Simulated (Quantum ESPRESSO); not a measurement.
pw.x input (Quantum ESPRESSO 7.5; PBEsol, PseudoDojo standard norm-conserving files, fully relativistic):

```
&CONTROL
  calculation = 'scf'
  pseudo_dir = './pseudo'
  outdir = './out'
  tprnfor = .true.
  tstress = .true.
/
&SYSTEM
  ibrav = 0
  nat = 6
  ntyp = 3
  ecutwfc = 72.0
  ecutrho = 288.0
  occupations = 'smearing'
  smearing = 'fd'
  degauss = 0.002
  nbnd = 43
  noncolin = .true.
  lspinorb = .true.
  assume_isolated = '2D'
/
&ELECTRONS
  conv_thr = 6e-10
/
ATOMIC_SPECIES
H 1.0080 H.upf
Sr 87.6200 Sr.upf
I 126.9045 I.upf
CELL_PARAMETERS angstrom
  4.213038359000   0.000000000000   0.000000000000
  0.000000000000   4.213038359000   0.000000000000
  0.000000000000   0.000000000000  20.500000000000
ATOMIC_POSITIONS crystal
H   0.000000000000   0.500000000000  -0.000000000000
H   0.500000000000   0.000000000000  -0.000000000000
Sr   0.000000000000   0.000000000000   0.063112701800
Sr   0.500000000000   0.500000000000  -0.063112701800
I   0.500000000000   0.500000000000   0.137708073900
I   0.000000000000   0.000000000000  -0.137708073900
K_POINTS automatic
6 6 1 0 0 0
```

End of the output:

```
     total energy              =    -191.47222347 Ry
     estimated scf accuracy    <       0.00000015 Ry
     total energy              =    -191.47222350 Ry
     estimated scf accuracy    <       0.00000001 Ry
     total energy              =    -191.47222350 Ry
     estimated scf accuracy    <          4.8E-09 Ry
[...]
     the Fermi energy is    -4.9682 ev
!    total energy              =    -191.47222350 Ry
     estimated scf accuracy    <          1.9E-10 Ry
     smearing contrib. (-TS)   =       0.00000000 Ry
     internal energy E=F+TS    =    -191.47222350 Ry
     The total energy is F=E-TS. E is the sum of the following terms:
     one-electron contribution =   -1351.77150163 Ry
     hartree contribution      =     673.19641219 Ry
     xc contribution           =     -50.63466926 Ry
     ewald contribution        =     537.73753520 Ry
     convergence has been achieved in  10 iterations
     Forces acting on atoms (cartesian axes, Ry/au):
     atom    1 type  1   force =     0.00000000    0.00000000    0.00000000
     atom    2 type  1   force =     0.00000000    0.00000000    0.00000000
     atom    3 type  2   force =     0.00000000    0.00000000   -0.00043166
     atom    4 type  2   force =     0.00000000    0.00000000    0.00043166
     atom    5 type  3   force =     0.00000000    0.00000000    0.00011640
     atom    6 type  3   force =     0.00000000    0.00000000   -0.00011640
     Total force =     0.000632     Total SCF correction =     0.000056
```
In a gapped system the printed Fermi energy is only some level inside the gap.

Geometry relaxed with PBEsol.
